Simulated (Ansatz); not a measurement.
The relaxed structure here is a generated cell of KSrF3: the first start was made by placing the elements on the sites of a structure type, and the end was not matched to a known phase here, so it may be hypothetical.

A structure of KSrF3 relaxed with r2SCAN (plane waves to 500 eV, PAW, scalar-relativistic; Ansatz, a first-principles code); single points at other levels follow on the same geometry (Ansatz, PAW; HSE06 at 420 eV on a 3×3×3 k-mesh; no spin-orbit coupling). Space group Pnma (No. 62).

```xyz
20
Lattice="6.5742 0.0000 0.0000 0.0000 9.0451 0.0000 0.0000 0.0000 6.3503" Properties=species:S:1:pos:R:3 pbc="T T T"
K      2.9287     2.2613     6.2257
K      6.2158     2.2613     3.2998
K      3.6456     6.7838     0.1246
K      0.3585     6.7838     3.0505
Sr     0.0000     0.0000     0.0000
Sr     3.2871     4.5226     3.1752
Sr     0.0000     4.5226     0.0000
Sr     3.2871     0.0000     3.1752
F      0.3727     2.2613     0.7630
F      3.6598     2.2613     2.4121
F      6.2015     6.7838     5.5873
F      2.9144     6.7838     3.9382
F      1.9461     5.1141     1.2755
F      5.2332     8.4535     1.8997
F      4.6281     0.5916     5.0749
F      1.3410     3.9310     4.4507
F      4.6281     3.9310     5.0749
F      1.3410     0.5916     4.4507
F      1.9461     8.4535     1.2755
F      5.2332     5.1141     1.8997
```

```tsv
level	gap (eV)	kind	conduction minimum
r2SCAN	7.14	direct	Γ
HSE06	8.47	–	Γ
```

For this cell size the semilocal gaps come from the SCF mesh and high-symmetry points. No spin polarisation in the result.

The run could not lose the symmetry of its start: the end is stationary, and may be a saddle point rather than a minimum.
